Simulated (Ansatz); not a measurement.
**AgTe4Au: relaxation (Ansatz)**

The command:

```bash
ansatz run input.yaml --threads 2 --pin off --max-ram 2560MiB --backend cpu --events-out ev --progress --plain --runs-dir out
```

The input file (Ansatz 0.2.0, plane waves):

```yaml
crystal:
  lattice:
    - [8.97561397, 0.0, 0.0]
    - [0.0, 4.49784682, 0.0]
    - [-12.06175936, 0.0, 8.31152897]
  atoms:
    - { symbol: Au, position: [0.0, 0.0, 0.0] }
    - { symbol: Au, position: [0.0, 0.0, 0.5] }
    - { symbol: Ag, position: [0.0, 0.433, 0.25] }
    - { symbol: Ag, position: [0.0, 0.567, 0.75] }
    - { symbol: Te, position: [0.298, 0.031, 0.999] }
    - { symbol: Te, position: [0.702, 0.031, 0.501] }
    - { symbol: Te, position: [0.702, 0.969, 0.001] }
    - { symbol: Te, position: [0.298, 0.969, 0.499] }
    - { symbol: Te, position: [0.277, 0.425, 0.235] }
    - { symbol: Te, position: [0.723, 0.425, 0.265] }
    - { symbol: Te, position: [0.723, 0.575, 0.765] }
    - { symbol: Te, position: [0.277, 0.575, 0.735] }
  symmetry: { tolerance: 0.0003 }
kpoints:
  mp_grid: { grid: [4, 4, 2], shift: [0, 0, 0] }
magnetization:
  spin_polarized: false
scf:
  occupations: { method: fermi_dirac }
  lower_state_search: "off"
hamiltonian:
  pseudopotentials: { kind: paw }
  xc: r2scan
basis:
  ecutwfc: 500
  fft_grid_basis: typed
relax:
  max_steps: 60
  cell: { p_target: 0.0 }
  f_tol: 0.03
output:
  forces: true
  stress: true
  eigenvalues: true
  bader: true
  populations: true
  elf: true
  write_potential: true
  volumetric_format: npy
  dos:
    e_range: [-12, 8]
    de: 0.05
    projected: { site_lists: { Ag: [Ag], Au: [Au], Te: [Te] } }
checkpoint:
  read: saved_state
```

Origin of the cell: a database entry, scaled a little.

The smearing width isn't typed, so it takes its default of 0.1 eV.

The saved state is a converged single point of the same cell.

Output (shortened):

```
SCF iter   1: F=-97494.193699 eV  HF=-97494.187337 eV  Δρ=8.64e-4  dr2=8.00e-4  dr2_τ=6.27e-4
SCF iter   2: F=-97494.193957 eV  HF=-97494.194265 eV  Δρ=2.80e-4  dr2=3.86e-4  dr2_τ=1.77e-5
SCF iter   3: F=-97494.194122 eV  HF=-97494.194138 eV  Δρ=9.64e-5  dr2=3.77e-5  dr2_τ=4.17e-6
SCF iter   4: F=-97494.194342 eV  HF=-97494.194343 eV  Δρ=2.30e-5  dr2=2.66e-6  dr2_τ=2.12e-7
SCF iter   5: F=-97494.194344 eV  HF=-97494.194344 eV  Δρ=6.50e-6  dr2=2.06e-7  dr2_τ=1.43e-8
SCF iter   6: F=-97494.194344 eV  HF=-97494.194344 eV  Δρ=2.00e-6  dr2=1.20e-8  dr2_τ=6.40e-10
relax step   1: F+E_penalty+E_count = -97494.194344 eV  Δ(F+E_penalty+E_count) = +0.000e0 eV  max|allowed force component| = 5.504e-1 eV/Å  Δτ_max = 0.0000 Å  P = +1.151 GPa  Ω = 335.544 Å³ […]
relax step   2: F+E_penalty+E_count = -97494.436571 eV  Δ(F+E_penalty+E_count) = -2.422e-1 eV  max|allowed force component| = 2.257e-1 eV/Å  Δτ_max = 0.1693 Å  P = -0.803 GPa  Ω = 359.322 Å³ […]
relax step   3: F+E_penalty+E_count = -97494.510757 eV  Δ(F+E_penalty+E_count) = -7.419e-2 eV  max|allowed force component| = 2.092e-1 eV/Å  Δτ_max = 0.1417 Å  P = +0.434 GPa  Ω = 351.078 Å³ […]
relax step   4: F+E_penalty+E_count = -97494.562523 eV  Δ(F+E_penalty+E_count) = -5.177e-2 eV  max|allowed force component| = 1.264e-1 eV/Å  Δτ_max = 0.0658 Å  P = +0.093 GPa  Ω = 350.141 Å³ […]
relax step   5: F+E_penalty+E_count = -97494.578629 eV  Δ(F+E_penalty+E_count) = -1.611e-2 eV  max|allowed force component| = 4.203e-2 eV/Å  Δτ_max = 0.0910 Å  P = +0.030 GPa  Ω = 350.592 Å³ […]
relax step   6: F+E_penalty+E_count = -97494.580380 eV  Δ(F+E_penalty+E_count) = -1.750e-3 eV  max|allowed force component| = 1.178e-2 eV/Å  Δτ_max = 0.0254 Å  P = +0.012 GPa  Ω = 351.535 Å³ […]
relax step   7: F+E_penalty+E_count = -97494.583880 eV  Δ(F+E_penalty+E_count) = -3.501e-3 eV  max|allowed force component| = 1.175e-2 eV/Å  Δτ_max = 0.0000 Å  P = +0.020 GPa  Ω = 351.535 Å³  stress off target by 3.43e-2 GPa […]
SCF 7 converged in 7 iterations: F = -97494.583880 eV  dr2 = 5.75e-11
basis re-selected at this cell: Δ(F+E_penalty+E_count) = -3.501e-3 eV, ΔP = +0.009 GPa vs the last step (what re-selecting the basis moved, of the pressure what is left beyond the Pulay corre […]
SCF converged after 7 iterations
Free energy (F): -97494.583880 eV
Harris-Foulkes:  -97494.583880 eV  (|F-HF|=2.91e-11)
Internal energy: -97494.542234 eV  (E = F + TS)
E sigma→0 (E₀):  -97494.563057 eV
Entropy (-TS):   -0.041647 eV (-3.471 meV/atom)
Fermi energy:    10.058405 eV
--- Per-component energies (eV) ---
  E_band       = -3670.482732
  E_kinetic    = 3702.709091
  E_local      = -21577.843604  (includes V_loc(G=0)·N_el)
  E_nonlocal   = -2170.158116
  E_hartree    = 11502.922552
  E_xc         = -1710.622857
  E_vxc        = -2028.598640  (∫ρ·V_xc dr)
  E_paw        = -64799.024833  (= ΣΔE_a)
  E_vpaw       = -4737.296780  (= ΣTr[D̂ρ^β])
  E_aug_tail   = 0.001313  (compensation charges beyond the density's cutoff)
  E_vtau       = 134.858396  (kinetic-family band-sum trace: ∫τ·v_τ [+ j·A + Jᵃ·Aᵃ] dr)
  E_ewald      = -22443.433353
  E_core_change = 0.907575  (= ΣΔE_core)
  E_smearing   = -0.041647  (= −TS)
  Σ components = -97494.583880   (vs F -97494.583880, Δ=0.00e0)
--- Forces (eV/Å), atoms counted from 1 ---
  atom   1  Au     0.000000     0.000000     0.000000
  atom   2  Au     0.000000     0.000000     0.000000
  atom   3  Ag     0.000000     0.000645     0.000000
  atom   4  Ag     0.000000    -0.000645     0.000000
  atom   5  Te     0.005961     0.008284     0.003645
  atom   6  Te    -0.005961     0.008284    -0.003645
  atom   7  Te    -0.005961    -0.008284    -0.003645
  atom   8  Te     0.005961    -0.008284     0.003645
  atom   9  Te    -0.002093    -0.005603     0.011751
  atom  10  Te     0.002093    -0.005603    -0.011751
  atom  11  Te     0.002093     0.005603    -0.011751
  atom  12  Te    -0.002093     0.005603     0.011751
  max |Σ_I F_I| component: 3.47e-18 eV/Å
--- Stress (GPa, compression-positive) ---
        0.020218       0.000000      -0.019048
        0.000000       0.032384       0.000000
       -0.019048       0.000000       0.008533
  P = ⅓ Tr σ = 0.0204 GPa (0.204 kbar)
--- Relaxed structure (6 steps of the walk, 6 accepted, 1 SCFs on fresh bases) ---
  F+E_penalty+E_count = -97494.583880 eV   max|allowed force component| = 1.175e-2 eV/Å   (the final SCF, on the basis selected at the relaxed cell)
  cell:  # Å, volume = 351.5346 Å³
    - [9.127955, 0.0, -0.048071]
    - [0.0, 4.576432, 0.0]
    - [-12.310995, 0.0, 8.480094]
  atoms:
    - { symbol: Au, position: [-1.115e-19, 7.713e-19, 0.0] }
    - { symbol: Au, position: [0.0, 7.713e-19, 0.500000] }
    - { symbol: Ag, position: [0.0, 0.520145, 0.250000] }
    - { symbol: Ag, position: [0.0, 0.479855, 0.750000] }
    - { symbol: Te, position: [0.293409, 0.037695, 0.999801] }
    - { symbol: Te, position: [0.706591, 0.037695, 0.500199] }
    - { symbol: Te, position: [0.706591, 0.962305, 0.000199] }
    - { symbol: Te, position: [0.293409, 0.962305, 0.499801] }
    - { symbol: Te, position: [0.281387, 0.392822, 0.237897] }
    - { symbol: Te, position: [0.718613, 0.392822, 0.262103] }
    - { symbol: Te, position: [0.718613, 0.607178, 0.762103] }
    - { symbol: Te, position: [0.281387, 0.607178, 0.737897] }
--- Löwdin populations: 12 sites ---
  site symbol       q [e]
     0     Au     18.5260
     1     Au     18.5260
     2     Ag     18.5382
     3     Ag     18.5382
     4     Te     16.1464
     5     Te     16.1464
     6     Te     16.1464
     7     Te     16.1464
     8     Te     16.1101
     9     Te     16.1101
    10     Te     16.1101
    11     Te     16.1101
  spilling = 0.004144 (of n_electrons = 204.000000)
--- Bader charges: 12 sites ---
  site symbol  charge [e]  shift [e]
     0     Au     -0.2416     0.0003
     1     Au     -0.2416     0.0003
     2     Ag      0.1450     0.0006
     3     Ag      0.1450     0.0006
     4     Te      0.0096     0.0001
     5     Te      0.0097     0.0001
     6     Te      0.0097     0.0001
     7     Te      0.0097     0.0001
     8     Te      0.0386     0.0003
     9     Te      0.0386     0.0003
    10     Te      0.0386     0.0003
    11     Te      0.0386     0.0003
  estimated error of the sums over rays = 3.6e-4 e
```

Before:

Space group P2/c (No. 13); the run's cell has a = 8.976 Å, b = 4.498 Å, c = 14.648 Å, α = 90.00°, β = 145.43°, γ = 90.00°. Shortest distances: Ag–Te 2.67 Å, Au–Te 2.69 Å, Te–Te 2.90 Å.

After:

Space group P2/c (No. 13); the run's cell has a = 9.128 Å, b = 4.576 Å, c = 14.949 Å, α = 90.00°, β = 145.74°, γ = 90.00°. Shortest distances: Au–Te 2.69 Å, Ag–Te 2.78 Å, Te–Te 2.81 Å.

```yaml
Free_energy_lowered_by: 32.5 meV/atom
Volume_change: 4.77 %
Final_pressure: 0.02 GPa
Relaxation_steps_listed: 7
Formation_energy_elements_under_the_same_functional_gases_as_molecules_uncorrected: -0.089 eV/atom
```

Caveats: no spin-orbit coupling, though heavy elements are present; the k mesh is coarse if the cell is a metal; the relaxation held the start's symmetry, so the end may be a saddle point.

The run took 9.9 min on 2 threads of Arm Neoverse V1, on a shared host, peak memory 2.3 GiB, from a saved density.
